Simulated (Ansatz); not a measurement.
Two states of Sr₂CuSO₆

```xyz
10
Lattice="0.0000 5.3218 0.0000 5.3218 0.0000 0.0000 2.6609 2.6609 -4.1482" Properties=species:S:1:pos:R:3 pbc="T T T"
O     1.5806    1.0963    0.0000
O     4.2255    1.5806    0.0000
O     3.7412    4.2255    0.0000
O     1.0963    3.7412    0.0000
O     2.6609    2.6609   -1.8252
O     5.3218    5.3218   -2.3230
Sr    2.6609    5.3218   -2.0741
Sr    5.3218    2.6609   -2.0741
Cu    0.0000    0.0000    0.0000
S     2.6609    2.6609    0.0000
```

Method: PBE, with U_eff = 3.13 eV on Cu d, U_eff = 1.31 eV on O p, V = 1.48 eV between Cu d and S p within 4.516 Å (all-electron-ortho-atomic projectors); PAW, plane waves to 420 eV, 4×4×4 Γ-centred mesh, fermi-dirac occupations (width 0.1 eV) (Ansatz 0.2.0), atoms fixed.

State A: no moments (no spin polarisation). State B: Cu9 up (collinear spin).

Q: Compare the two self-consistent states.

A: State B is lower by 16.6 meV an atom at zero smearing; in free energy at this smearing B lies -12.6 meV an atom from A.

```tsv
state	free energy (meV/atom)	largest moment in a small sphere (μB)	net moment (μB/cell)	gap on mesh (eV)	pressure (GPa)	largest force (eV/Å)
A	12.6	0.00	0.00	metal	-6.1	2.33
B	0.0	0.56	0.97	0.27	-6.5	2.48
```

Origin: a known structure type with other elements, at an estimated volume, so it need not be a known compound. Caveats: the k mesh is coarse if the cell is a metal; atoms or cell far from equilibrium; the gap is not wide against the smearing; odd electron count without spin polarisation, so a magnetic state may lie lower.
